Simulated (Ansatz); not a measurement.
Relaxed candidate structures of Au:

A. Fm-3m (No. 225), cF4, fcc (Cu type); a = b = c = 4.157 Å, α = β = γ = 90.00°; Au 4a (0.000, 0.000, 0.000)

B. Fd-3m, origin choice 1 (No. 227), cF8, diamond type; a = 6.1617 Å, b = 6.1617 Å, c = 6.1617 Å, α = 90.00°, β = 90.00°, γ = 90.00°; Au 8a (0.000, 0.000, 0.000)

Question: Rank these by energy per atom (lowest first), as PBE (plane waves to 420 eV, PAW, scalar-relativistic; Ansatz, a quantum-chemistry and plane-wave program) gives it.

Answer: A (reference, the lowest among the structures calculated here), B (+0.71 eV/atom)

Each run could gain symmetry but not lose that of its start, so entries can be saddle points. From databases, or of a type measured for this composition: Fm-3m, cF4, fcc (Cu type); the others are generated cells (placed on structure types, drawn at random, substituted or restacked) that were not matched to a known phase here. Static energies at zero pressure. No spin polarisation in the result.
